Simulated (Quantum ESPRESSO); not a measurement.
# Computed records: Mg₃AlOF₇ (made-up cell), ZnIn₃O₅F (made-up cell)

All values are calculated (Quantum ESPRESSO 7.5). Calculation on a made-up crystal cell, not a measurement, rerun at a higher cutoff and a denser mesh: periodic Kohn-Sham density functional theory in plane waves with PseudoDojo standard norm-conserving scalar-relativistic pseudopotentials, each functional with its own files (v0.5 for PBE, v0.4.1 for LDA and PBEsol), no spin polarisation, no spin-orbit coupling, atoms not relaxed, stress positive in tension, energies less a fixed whole-eV offset for each atom's element; levels are Kohn-Sham levels at fractions of this cell's reciprocal vectors, counted from the reference band (half the neutral cell's valence electrons, rounded up) at Gamma; error bars give the change to or from the runs named with them, not the error of the files; each bar is the largest change over components, and at least 0.002 eV, 0.002 eV per angstrom or 0.02 GPa; no dispersion term; energies are for the whole cell, and the offsets were chosen from early runs and are not element reference energies; machines and their load varied, so run times do not measure scaling.

Settings shared by all entries: functional pbe; cutoff 1437 eV; fermi dirac smearing 0.025 eV; scf tolerance 1e-07 eV; electrons removed 0; run command mpirun -np 4 pw.x -nk 4 -in in.

(1) Mg₃AlOF₇ (made-up cell)

```
CELL_PARAMETERS angstrom
4.74560 0.00000 0.00000
0.00000 4.74560 0.00000
0.00000 0.00000 6.25330
ATOMIC_POSITIONS crystal
Mg 0.98786 0.99935 0.00967
Mg 0.51943 0.51283 0.24384
Al 0.99909 0.99452 0.51266
Mg 0.48824 0.51313 0.73881
F 0.30814 0.32672 0.99415
F 0.66327 0.70438 0.00377
F 0.81438 0.19534 0.25251
F 0.18851 0.80186 0.25711
F 0.29514 0.28289 0.49993
O 0.69420 0.67294 0.50343
F 0.80437 0.19093 0.75429
F 0.18449 0.79939 0.76473
```

| Property | Result |
| --- | --- |
| lattice type | rutile, doubled along c |
| run processor | AMD EPYC, Zen 5 class, virtual cores |
| k mesh | 7 x 7 x 6, shifted by half a step |
| free energy less offsets | 27.41 eV |
| scf iterations | 11 |
| smearing term minus ts | 0 eV |
| pressure | -6.915 GPa |
| stress xx | 7.305 GPa |
| stress yy | 7.414 GPa |
| stress zz | 6.026 GPa |
| stress yz | 0.678 GPa |
| stress xz | 0.6981 GPa |
| stress xy | 4.876 GPa |
| reference band | 44 |
| error bar energy | 0.004464 eV |
| error bar stress | 0.02205 GPa |
| error bar force | 0.002096 eV/Å |
| error bar next band up | 0.002 eV |
| error bars from | change from the looser run of this cell |
| wall time of scf and band steps on a shared machine | 314.6 s |

Atoms:
```
atoms element  atom site  atom energy offset (eV)
           Mg          1                    -1617
           Mg          2                    -1617
           Al          3                      -64
           Mg          4                    -1617
            F          5                     -677
            F          6                     -677
            F          7                     -677
            F          8                     -677
            F          9                     -677
            O         10                     -452
            F         11                     -677
            F         12                     -677
```

Forces:
```
site  x (eV/Å)  y (eV/Å)  z (eV/Å)
   1    0.1626   -0.1043   -0.1227
   2   -0.1908  -0.04226     1.073
   3    -1.678    -1.598   -0.3488
   4    0.6234  -0.03781    0.1298
   5   -0.4571   -0.7967    0.1975
   6     1.026    0.6989    -0.582
   7    0.4188   -0.4872    0.7903
   8   -0.5394    0.7662    0.7344
   9    -1.369    -1.298    0.1124
  10     1.922     2.473   -0.1928
  11    0.7727   -0.6091   -0.7709
  12   -0.6911     1.036     -1.02
```

Levels:
```
level k point  next band up (eV)
        Gamma              2.734
(1/2,1/2,1/2)              4.869
   (0.15,0,0)              3.016
   (0,0.15,0)              3.019
   (0,0,0.15)              2.892
```

(2) ZnIn₃O₅F (made-up cell)

```
CELL_PARAMETERS angstrom
2.75230 1.58910 4.87420
-2.75230 1.58910 4.87420
0.00000 -3.17810 4.87420
ATOMIC_POSITIONS crystal
Zn 0.36186 0.33661 0.34874
In 0.15347 0.14439 0.16171
In 0.63968 0.66536 0.64231
In 0.83871 0.88297 0.83878
O 0.57339 0.93015 0.23866
O 0.25025 0.55396 0.95289
O 0.94930 0.24204 0.57451
O 0.43963 0.06613 0.74066
F 0.75355 0.44210 0.05623
O 0.04720 0.74105 0.46028
```

| Quantity | Value |
| --- | --- |
| lattice type | corundum |
| run processor | Intel Xeon, 2023 or later, virtual cores |
| k mesh | 7 x 7 x 7, shifted by half a step |
| free energy less offsets | 12.06 eV |
| scf iterations | 13 |
| smearing term minus ts | 0 eV |
| pressure | 3.61 GPa |
| stress xx | -0.5458 GPa |
| stress yy | -4.76 GPa |
| stress zz | -5.525 GPa |
| stress yz | -1.466 GPa |
| stress xz | -1.49 GPa |
| stress xy | 1.297 GPa |
| error bar energy | 0.00268 eV |
| error bar stress | 0.02662 GPa |
| error bar force | 0.002 eV/Å |
| error bars from | change from the looser run of this cell |
| wall time of scf and band steps on a shared machine | 790 s |

Atoms:
```
atoms element  atom site  atom energy offset (eV)
           Zn          1                    -5687
           In          2                    -1808
           In          3                    -1808
           In          4                    -1808
            O          5                     -452
            O          6                     -452
            O          7                     -452
            O          8                     -452
            F          9                     -677
            O         10                     -452
```

Forces:
```
site  x (eV/Å)  y (eV/Å)  z (eV/Å)
   1    -1.082   -0.8215    0.2231
   2    0.8174    0.2384   -0.2494
   3    0.3325    0.1515     -1.41
   4     1.565  -0.05236    0.4611
   5    -1.142   -0.5152    0.2528
   6     0.191   -0.4874  -0.01255
   7   -0.6528     1.799    0.5048
   8    0.0894   -0.1546   0.03214
   9   -0.1297   -0.4781  -0.09779
  10   0.01157    0.3204    0.2958
```
